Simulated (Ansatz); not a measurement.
Input and command of a plane-wave DFT calculation in Ansatz:

```yaml
crystal:
  lattice:
    - [3.914, 0.0, 0.0]
    - [0.0, 3.914, 0.0]
    - [0.0, 0.0, 5.933]
  atoms:
    - { symbol: Mn, position: [0.0, 0.0, 0.0], spin: 2.68 }
    - { symbol: Mn, position: [0.5, 0.5, 0.0], spin: 2.68 }
    - { symbol: Al, position: [0.5, 0.0, 0.727] }
    - { symbol: Al, position: [0.0, 0.5, 0.273] }
    - { symbol: Ge, position: [0.5, 0.0, 0.28] }
    - { symbol: Ge, position: [0.0, 0.5, 0.72] }
basis:
  ecutwfc: 500
kpoints:
  mp_grid: { grid: [4, 4, 4] }
hamiltonian:
  xc: r2scan
scf:
  occupations: { method: gaussian, width: 0.1 }
  lower_state_search: "off"
output:
  forces: true
  stress: true
  eigenvalues: true
  populations: true
magnetization:
  spin_polarized: true
relax:
  adjacent_minimum: "off"
  f_tol: 0.04
  max_steps: 70
  cell: { stress_tol: 0.4 }
```

```bash
ansatz run input.yaml --threads 1 --pin off --max-ram 2560MiB --backend cpu --events-out ev --progress --plain --runs-dir out
```

Processor: Arm Neoverse V2, 1 thread, on a host shared with other jobs.

How long does it run, and how much memory does it take?

About 2 min on 1 thread of Arm Neoverse V2 (shared host), peak memory 0.63 GiB. It solves 42 bands at 18 k points (the mesh reduced by symmetry) with about 2201 plane waves (on the last cell), in 51 SCF iterations over 5 ionic steps.
